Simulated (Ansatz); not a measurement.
Relaxed PtS2 (CdI2 type):

```
PtS2
1.0
    3.55249     0.00000     0.00000
   -1.77625     3.07655     0.00000
    0.00000     0.00000     5.12751
Pt S
1 2
Direct
  0.00000   0.00000   0.00000
  0.33333   0.66667   0.23909
  0.66667   0.33333   0.76091
```

Scan: atom 2 (S, nearest neighbour Pt at 2.389 Å; its periodic images, 3.6 Å or more away, move with it) is displaced along Cartesian x, direction (1.000, 0.000, 0.000) in Cartesian axes, by s. The other atoms stay.

The numbers are results of r2SCAN+rVV10 (plane waves to 500 eV, PAW, scalar-relativistic; Ansatz, a program for electronic structure), not measurements. k mesh 9×9×5 (Γ-centred), Fermi-Dirac smearing 0.05 eV. E stands for the smeared free energy. As the smearing reaches across the gap at some points, energies and forces of such displacements shift with the k mesh and the smearing. PtS2 is run without spin polarisation. PtS2 was relaxed with its symmetry unable to fall. Spin-orbit coupling is left out, though Pt is heavy. The PAW data are Ansatz's earlier set. The zero of ΔE is the undisplaced structure.

Successive frames, forces in eV/Å:

```
frame         ΔE (meV/cell)                 F on Pt1                 F on S2                  F on S3
------------  -------------  -----------------------  ----------------------  -----------------------
s = -0.576 Å           1683  (-5.501, 2.869, -3.518)  (5.991, -3.144, 4.030)  (-0.490, 0.275, -0.512)
s = -0.432 Å            934  (-3.970, 1.540, -1.893)  (4.412, -1.684, 2.165)  (-0.442, 0.144, -0.272)
s = -0.288 Å            410  (-2.546, 0.655, -0.813)  (2.876, -0.716, 0.930)  (-0.330, 0.062, -0.117)
```

What are the energy and the forces in the next frame, s = -0.144 Å?

ΔE (meV/cell) = 102.

```
atom      Fx      Fy      Fz
----  ------  ------  ------
Pt1   -1.240   0.158  -0.199
S2     1.415  -0.173   0.228
S3    -0.175   0.015  -0.029
```

(A displaced cell: forces are minus the slopes of the energy, force constants its curvatures, and phonons follow from these.)
